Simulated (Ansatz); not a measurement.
A geometry of ScSi away from equilibrium: step 2 of the relaxation of a relaxed ScSi cell displaced along its unstable phonon at q = (½, ½, 0) of its primitive reciprocal cell (152i cm⁻¹), largest move 0.15 Å. Computed with PBE (plane waves to 420 eV, PAW, scalar-relativistic; Ansatz, an electronic-structure program). Γ-centred k-mesh 6×12×12 on the run's cell (coarser than for final values), Fermi–Dirac smearing 0.05 eV.

```
ScSi
1.0
   -3.20189     4.44717     5.45318
    0.00000     0.00000     5.45318
    1.61488     2.23334    -2.72659
Sc Si
2 2
Direct
  0.23501   0.97701   0.42404
  0.76499   0.02299   0.57596
  0.70745   0.59881   0.61251
  0.29255   0.40119   0.38749
```

Problem. Give the Cartesian forces on all atoms (eV/Å).

Solution. 
```csv
atom,Fx,Fy,Fz
Sc1,0.41,-0.11,0.00
Sc2,-0.41,0.11,0.00
Si3,0.54,-0.03,0.00
Si4,-0.54,0.03,0.00
```

Problem. What is the pressure?

Solution. -0.5 GPa, compression positive.

No spin polarisation in the result.

The run could not lose the symmetry of its start, so the end can be a saddle point.

The end of the path is a generated cell of ScSi: the first start was made by placing the elements on the sites of a structure type, and the end was not matched to a known phase here, so it may be hypothetical.
